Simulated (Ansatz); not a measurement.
## 4 guesses for ZnSe₃ and where they end

Computed with DFT PBE, scalar-relativistic, plane waves, PAW (Ansatz 0.2.0). Settings: cutoff 420 eV, Γ-centred meshes spaced at most about 0.3 Å⁻¹, and about 0.25 Å⁻¹ or finer for metals (2π included), Gaussian smearing. No spin polarisation in the final relaxations.

Each guess was relaxed in cell and atoms at zero pressure, within the symmetry of its start. These are static total energies at zero pressure. Coordination counts Se atoms around Zn (those within 1.25 times the shortest such distance or 1.15 times the sum of covalent radii; a plus sign parts nearer from farther groups; the shortest distance is added where it is long for a bond).

```json
{"guess": "1", "made from": "PrSn3 type", "start group": "Pm-3m", "V start (Å³/atom)": "23.8", "end group": "Pm-3m", "V end (Å³/atom)": "20.2", "coordination at the end": "Zn 12 from 3.1 Å", "gap on mesh (eV)": "0", "E over the lowest end (meV/atom)": "426"}
{"guess": "2", "made from": "Mg3Al type", "start group": "Fm-3m", "V start (Å³/atom)": "31.1", "end group": "Fm-3m (BiF3 (D0_3))", "V end (Å³/atom)": "19.8", "coordination at the end": "Zn 8+6 from 3.0 Å", "gap on mesh (eV)": "0", "E over the lowest end (meV/atom)": "359"}
{"guess": "3", "made from": "random cell", "start group": "P6_3/mmc", "V start (Å³/atom)": "25.3", "end group": "P6_3/mmc", "V end (Å³/atom)": "26.2", "coordination at the end": "Zn 3", "gap on mesh (eV)": "0", "E over the lowest end (meV/atom)": "0"}
{"guess": "4", "made from": "random cell", "start group": "Cmmm", "V start (Å³/atom)": "26.6", "end group": "?", "V end (Å³/atom)": "?", "coordination at the end": "?", "gap on mesh (eV)": "?", "E over the lowest end (meV/atom)": "?"}
```

Guess 4 as it starts:

```xyz
4
Lattice="2.3870 -3.6889 0.0000 2.3870 3.6889 0.0000 0.0000 0.0000 6.0447" Properties=species:S:1:pos:R:3 pbc="T T T"
Zn    2.3870    0.0000    3.0224
Se    2.3870    1.8572    3.0224
Se    2.3870   -1.8572    3.0224
Se    0.0000    0.0000    3.0224
```

Question: Fill in the missing row: what does this guess relax into, and where does it rank?

Answer: It ends in space group Cmmm (No. 65), with a = 5.193 Å, b = 10.402 Å, c = 3.717 Å, 25.1 Å³/atom and no gap. It lies 3 meV/atom over the lowest end, within the noise of guess 3 and below guess 2. Counting Se atoms around Zn, this end has Zn 4 and the lowest (guess 3) has Zn 3. This end holds Se–Se nets (shortest 2.60 Å); in the lowest (guess 3) the shortest Se–Se distance is 2.88 Å, near bonding range too.

```cif
data_structure
_symmetry_space_group_name_H-M 'Cmmm'
_symmetry_Int_Tables_number 65
_cell_length_a 5.1929
_cell_length_b 10.4018
_cell_length_c 3.7170
_cell_angle_alpha 90.000
_cell_angle_beta 90.000
_cell_angle_gamma 90.000
_cell_volume 200.77
loop_
_atom_site_label
_atom_site_type_symbol
_atom_site_symmetry_multiplicity
_atom_site_Wyckoff_symbol
_atom_site_fract_x
_atom_site_fract_y
_atom_site_fract_z
_atom_site_occupancy
Zn1 Zn 2 c 0.50000 0.00000 0.50000 1
Se1 Se 4 j 0.50000 0.24542 0.50000 1
Se2 Se 2 d 0.00000 0.00000 0.50000 1
```

Formation energies are uncorrected and refer to the elements' standard structures at the same level.

Question: Is the lowest end bound against the elements?

Answer: No: its formation energy is +0.06 eV/atom. A positive value: parting into the elements would lower its energy.

The k mesh leaves some 4 meV/atom of noise in the energy of each metallic cell. Weakly bound directions are ill-defined at this level, which has no dispersion term (Cmmm), and this can change margins and order among such cells. A magnetic state wasn't ruled out in cells without spin, among them Fm-3m, Pm-3m. The reference form of Se is held partly by dispersion forces, which this level lacks. Cells relaxed within their symmetry can be saddle points. A lower structure may well exist outside this small set. Some structure types and database cells were kept out of the candidates from the start, so a known form may be missing.
